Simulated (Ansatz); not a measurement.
TaNi$_{3}$ in space group I4/mmm (No. 139; Ta on 2a, Ni on 2b, Ni on 4d) at seven volumes, the program Ansatz at the r²SCAN level (PAW), shape and atoms relaxed at each. One row is withheld.

```
V (Å³/atom)  P (GPa)
-----------  -------
10.925         28.29
11.285         17.26
11.646          7.91
12.006         -0.01
12.366         -6.73
12.726             ?
13.086        -17.23
```

Task: Fit the shown pressures and predict the withheld one.

Result: Third-order Birch–Murnaghan: P = (3/2)B₀(x^(7/2) − x^(5/2))[1 + (3/4)(B′ − 4)(x − 1)] with x = (V₀/V)^(2/3). Least squares on the six rows gives V₀ = 12.006 Å³/atom, B₀ = 242.6 GPa, B′ = 4.49. At V = 12.726, x = 0.9619 and P = -12.40 GPa. The run itself gave -12.42 GPa.

The workflow started from a Materials Project entry (that database holds measured and hypothetical structures alike); the Crystallography Open Database files this formula in space group No. 139, but the cells were not matched. Whether it is the stable phase at ambient conditions was not checked. The cell was relaxed with r²SCAN under the symmetry of its start; its stability against distortions is not shown here. The run is not spin-polarised. Spin–orbit coupling is left out wherever it is not named.

Potentials: the later of the program's two PAW sets.
